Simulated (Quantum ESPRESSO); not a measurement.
pw.x input (Quantum ESPRESSO 7.5; PBE, PseudoDojo standard norm-conserving files, scalar-relativistic):

```
&CONTROL
  calculation = 'scf'
  pseudo_dir = './pseudo'
  outdir = './out'
  tprnfor = .true.
  tstress = .true.
/
&SYSTEM
  ibrav = 0
  nat = 6
  ntyp = 2
  ecutwfc = 84.0
  ecutrho = 336.0
  occupations = 'smearing'
  smearing = 'fd'
  degauss = 0.002
  nbnd = 31
/
&ELECTRONS
  conv_thr = 6e-10
/
ATOMIC_SPECIES
O 15.9990 O.upf
Sn 118.7100 Sn.upf
CELL_PARAMETERS angstrom
  4.766469775000   0.000000000000   0.000000000000
  0.000000000000   4.766469775000   0.000000000000
  0.000000000000   0.000000000000   3.211787820000
ATOMIC_POSITIONS crystal
O   0.193682251900   0.806317748100   0.500000000000
O   0.806317748100   0.193682251900   0.500000000000
O   0.693682251900   0.693682251900   0.000000000000
O   0.306317748100   0.306317748100   0.000000000000
Sn   0.500000000000   0.500000000000   0.500000000000
Sn   0.000000000000   0.000000000000   0.000000000000
K_POINTS automatic
6 6 8 0 0 0
```

End of the output:

```

[...]
     the Fermi energy is     9.9870 ev
!    total energy              =    -447.71770718 Ry
     estimated scf accuracy    <          4.0E-10 Ry
     smearing contrib. (-TS)   =      -0.00000000 Ry
     internal energy E=F+TS    =    -447.71770718 Ry
     The total energy is F=E-TS. E is the sum of the following terms:
     one-electron contribution =    -119.40092116 Ry
     hartree contribution      =      99.61495398 Ry
     xc contribution           =    -122.38110989 Ry
     ewald contribution        =    -305.55063011 Ry
     convergence has been achieved in  11 iterations
     Forces acting on atoms (cartesian axes, Ry/au):
     atom    1 type  1   force =     0.00166338   -0.00166338   -0.00000000
     atom    2 type  1   force =    -0.00166338    0.00166338   -0.00000000
     atom    3 type  1   force =     0.00166338    0.00166338   -0.00000000
     atom    4 type  1   force =    -0.00166338   -0.00166338   -0.00000000
     atom    5 type  2   force =     0.00000000    0.00000000   -0.00000000
     atom    6 type  2   force =     0.00000000    0.00000000    0.00000000
     Total force =     0.004705     Total SCF correction =     0.000003
     Computing stress (Cartesian axis) and pressure
          total   stress  (Ry/bohr**3)                   (kbar)     P=       61.67
   0.00039665   0.00000000   0.00000000           58.35        0.00        0.00
   0.00000000   0.00039665   0.00000000            0.00       58.35        0.00
   0.00000000   0.00000000   0.00046432            0.00        0.00       68.30
```
In a gapped system the printed Fermi energy is only some level inside the gap.

Spin-orbit coupling is not included.

Geometry relaxed with PBEsol.
